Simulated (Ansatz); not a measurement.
# SrAg₂Sn₂: do energies and stresses tell the same story?

Method: DFT PBEsol, scalar-relativistic, plane waves, PAW in Ansatz 0.2.0.

Settings: cutoff 420 eV, Γ-centred mesh 12×12×12 on the computed 5-atom cell, Gaussian smearing of 0.10 eV; no spin polarisation.

Relaxed cell: I4/mmm, a = 4.652 Å, b = 4.652 Å, c = 11.482 Å, α = 90.00°, β = 90.00°, γ = 90.00°, 5 atoms in the primitive cell. Whether it is the stable form of this composition wasn't checked.

Energies at zero smearing and pressures from the stress tensor, at volumes with shape and atoms relaxed:
```csv
V (Å³/atom),E − E(first) (meV/atom),P (GPa)
21.865,0.00,10.29
22.610,-40.05,7.02
23.356,-66.10,4.26
24.101,-80.31,1.95
24.846,-84.66,0.00
25.592,-80.75,-1.63
26.337,-69.88,-3.00
27.331,-46.45,-4.48
```

Check P = −dE/dV between neighbouring volumes, and get the bulk modulus from the pressures alone.

With 1 eV/Å³ = 160.2 GPa:
```tsv
middle V (Å³/atom)	−ΔE/ΔV (GPa)	mean P (GPa)
22.238	8.608	8.657
22.983	5.599	5.641
23.728	3.055	3.105
24.474	0.935	0.974
25.219	-0.840	-0.817
25.965	-2.336	-2.316
26.834	-3.778	-3.742
```

The two differ by 0.05 GPa at most. The mean of two end pressures misses the average over a step by about ΔV² P″/12, up to 0.05 GPa here; with that taken off 0.02 GPa remains. Around V = 24.846 Å³/atom, the two neighbours give B = −V ΔP/ΔV = 24.846 × 3.58 / 1.491 = 59.7 GPa, against B0 = 59.2 GPa from the Birch–Murnaghan fit of the energies.